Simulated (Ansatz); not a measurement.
TiTc:
```xyz
2
Lattice="3.0904 0.0000 0.0000 0.0000 3.0904 0.0000 0.0000 0.0000 3.0904" Properties=species:S:1:pos:R:3 pbc="T T T"
Tc     0.0000     0.0000     0.0000
Ti     1.5452     1.5452     1.5452
```

Relaxed with r²SCAN. Special points in fractions of this cell's reciprocal vectors: Γ (0.000, 0.000, 0.000); X (0.000, 0.500, 0.000); M (0.500, 0.500, 0.000); R (0.500, 0.500, 0.500).

Q: List the band energies nearest the Fermi level at these points for DFT-r²SCAN with spin–orbit coupling in the program Ansatz with PAW potentials.

A: In eV from the Fermi level; about four levels below and three above (degenerate sets whole), none deeper than 8.9 eV; points with the same levels are listed once.

| k | below | above |
|---|---|---|
| Γ | -0.30 -0.30 -0.30 -0.30 -0.16 -0.16 | 2.88 2.88 2.88 2.88 |
| X | -0.46 -0.46 -0.09 -0.09 | 1.00 1.00 1.50 1.50 |
| M | -2.14 -2.14 -2.08 -2.08 | 1.87 1.87 2.08 2.08 |
| R | -0.53 -0.53 -0.53 -0.53 | 2.54 2.54 2.54 2.54 |

Space group Pm-3m (CsCl type). The workflow started from an entry of the Crystallography Open Database (COD). Whether it is the stable phase at ambient conditions was not checked. Symmetry was held in the r²SCAN relaxation; whether a distortion lowers the energy is not shown. The run is not spin-polarised.

Potentials: the later of the program's two PAW sets.
